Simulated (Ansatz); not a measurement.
BP (zinc blende), energy over volume and axial ratio

BP (zinc blende), conventional cell a = b = c = 4.548 Å, α = β = γ = 90.00°. The calculation uses the primitive cell of 2 atoms, to which meshes and values per cell refer.

Two coordinates are scanned: the volume, and the ratio of the stretch along z (the conventional c axis) to the stretch across it. Atoms keep their fractional coordinates.

These are PBE (plane waves to 420 eV, PAW, scalar-relativistic; Ansatz, a program for electronic structure) values and carry that method's errors. k mesh 12×12×12 (Γ-centred), Fermi-Dirac smearing 0.05 eV. Energies are smeared free energies. Stress and pressure are positive under compression. BP was relaxed with its symmetry unable to fall. The zero of ΔE is the relaxed starting cell.

ΔE (eV/atom), with V/V₀ across and (c/a)/(c/a)₀ down:

| (c/a)/(c/a)₀ \ V/V₀ | 0.960 | 0.973 | 0.987 | 1.000 | 1.013 | 1.027 | 1.040 |
|---|---|---|---|---|---|---|---|
| 0.960 | 0.0205 | 0.0148 | 0.0115 | 0.0105 | 0.0115 | 0.0146 | 0.0195 |
| 0.973 | 0.0148 | 0.0090 | 0.0057 | 0.0047 | 0.0057 | 0.0087 | 0.0136 |
| 0.987 | 0.0113 | 0.0056 | 0.0022 | 0.0012 | 0.0022 | 0.0052 | 0.0101 |
| 1.000 | 0.0102 | 0.0044 | 0.0011 | 0.0000 | 0.0010 | 0.0041 | 0.0089 |
| 1.013 | 0.0113 | 0.0056 | 0.0022 | 0.0012 | 0.0022 | 0.0052 | 0.0101 |
| 1.027 | 0.0147 | 0.0090 | 0.0057 | 0.0046 | 0.0057 | 0.0087 | 0.0136 |
| 1.040 | 0.0205 | 0.0148 | 0.0114 | 0.0104 | 0.0114 | 0.0145 | 0.0194 |

σxx (GPa), with V/V₀ across and (c/a)/(c/a)₀ down:

```
(c/a)/(c/a)₀ \ V/V₀  0.960  0.973  0.987  1.000  1.013  1.027  1.040
-------------------  -----  -----  -----  -----  -----  -----  -----
0.960                  3.6    1.1   -1.3   -3.4   -5.5   -7.4   -9.2
0.973                  4.7    2.2   -0.1   -2.3   -4.4   -6.3   -8.1
0.987                  5.9    3.4    1.0   -1.2   -3.3   -5.2   -7.0
1.000                  7.1    4.6    2.2    0.0   -2.1   -4.1   -5.9
1.013                  8.4    5.8    3.4    1.2   -0.9   -2.9   -4.7
1.027                  9.6    7.1    4.7    2.4    0.3   -1.7   -3.6
1.040                 10.9    8.3    5.9    3.6    1.5   -0.5   -2.4
```

Read from the data:

```
Property                                                                                           Result
-----------------------------------------------------  --------------------------------------------------
Shear modulus C′ = (C11 − C12)/2 (fit, atoms clamped)                                             133 GPa
Lowest place on the grid                                V/V₀ = 1.000, (c/a)/(c/a)₀ = 1.000 (0.0 meV/atom)
Highest place on the grid                              V/V₀ = 0.960, (c/a)/(c/a)₀ = 0.960 (20.5 meV/atom)
```

The 49 points together took around 4 core-minutes (rough).

(Under strain, the slope of the energy per volume gives the stress and its curvature an elastic modulus.)
